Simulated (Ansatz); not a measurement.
This run works on a generated trial structure, not on a known crystal.

Input and command of a plane-wave DFT calculation in Ansatz:

```yaml
crystal:
  lattice:
    - [3.0197692745, 0.0, 0.0]
    - [-1.5098846372, 2.6151969053, 0.0]
    - [0.0, 0.0, 6.6536473532]
  atoms:
    - { symbol: Zr, position: [0.0, 0.0, 0.0] }
    - { symbol: Mn, position: [0.3333333333, 0.6666666667, 0.6518848074], spin: 4.0 }
    - { symbol: Mn, position: [0.6666666667, 0.3333333333, 0.3481151926], spin: 4.0 }
    - { symbol: "N", position: [0.3333333333, 0.6666666667, 0.2183460456] }
    - { symbol: "N", position: [0.6666666667, 0.3333333333, 0.7816539544] }
basis:
  ecutwfc: 500
kpoints:
  mp_grid: { grid: [12, 12, 6] }
  band_path:
    path:
      - [[0.0, 0.0, 0.0], [0.5, 0.0, 0.0], [0.33333333, 0.33333333, 0.0], [0.0, 0.0, 0.0], [0.0, 0.0, 0.5], [0.5, 0.0, 0.5], [0.33333333, 0.33333333, 0.5], [0.0, 0.0, 0.5]]
      - [[0.5, 0.0, 0.5], [0.5, 0.0, 0.0]]
      - [[0.33333333, 0.33333333, 0.5], [0.33333333, 0.33333333, 0.0]]
    npoints: 14
hamiltonian:
  xc: r2scan
scf:
  occupations: { method: gaussian, width: 0.1 }
  n_extra_bands: 12
output:
  forces: true
  stress: true
  eigenvalues: true
  populations: true
  dos: { projected: true, de: 0.02, nscf_kmesh: { grid: [15, 15, 8] } }
  bader: true
magnetization:
  spin_polarized: true
```

```bash
ansatz run input.yaml --threads 1 --pin off --max-ram 2560MiB --backend cpu --events-out ev --progress --plain --runs-dir out
```

Processor: Arm Neoverse N1, 1 thread, on a host shared with other jobs.

Problem. How long does it run, and how much memory does it take?

Solution. About 10 min, peak memory 1.5 GiB. It solves 38 bands at 100 k points (after reduction by symmetry) with about 1357 plane waves, in 23 SCF iterations.
